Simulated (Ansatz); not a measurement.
## MnIr: do energies and stresses tell the same story?

These are results of DFT PBEsol, scalar-relativistic, plane waves, PAW in Ansatz 0.2.0, not measurements.

Settings: cutoff 420 eV, Γ-centred mesh 18×18×18 on the computed 2-atom cell, Gaussian smearing of 0.10 eV; collinear spin from starting moments 1.18 0 μB.

Relaxed cell: R-3m, a = 2.625 Å, b = 2.625 Å, c = 12.594 Å, α = 90.00°, β = 90.00°, γ = 120.00°, 2 atoms in the primitive cell. Whether it is the stable form of this composition wasn't checked.

Energies at zero smearing and pressures from the stress tensor, at volumes with shape and atoms relaxed:
| V (Å³/atom) | E − E(first) (meV/atom) | P (GPa) |
| --- | --- | --- |
| 11.775 | 0.00 | 20.51 |
| 12.151 | -35.52 | 9.92 |
| 12.527 | -46.62 | 0.01 |
| 12.903 | -36.75 | -8.09 |
| 13.278 | -9.84 | -14.79 |

**Question.** Check P = −dE/dV between neighbouring volumes, and get the bulk modulus from the pressures alone.

**Answer.** With 1 eV/Å³ = 160.2 GPa:
| middle V (Å³/atom) | −ΔE/ΔV (GPa) | mean P (GPa) |
| --- | --- | --- |
| 11.963 | 15.144 | 15.213 |
| 12.339 | 4.733 | 4.965 |
| 12.715 | -4.210 | -4.040 |
| 13.090 | -11.471 | -11.439 |

The two differ by 0.23 GPa at most. The mean of two end pressures misses the average over a step by about ΔV² P″/12, up to 0.16 GPa here; with that taken off 0.10 GPa remains, from the smearing term (the stress is the derivative of the free energy), the finite cutoff, the mesh or the relaxation's tolerance. The largest site moment goes from 0.00 to 1.46 μB along the series, which bends P(V). Around V = 12.527 Å³/atom, the two neighbours give B = −V ΔP/ΔV = 12.527 × 18.01 / 0.752 = 300.1 GPa, against B0 = 292.6 GPa from the Birch–Murnaghan fit of the energies.

Spin-orbit coupling is left out, which matters for the bands of heavy elements. Only parallel moments were tried here.

Only this magnetic start was tried.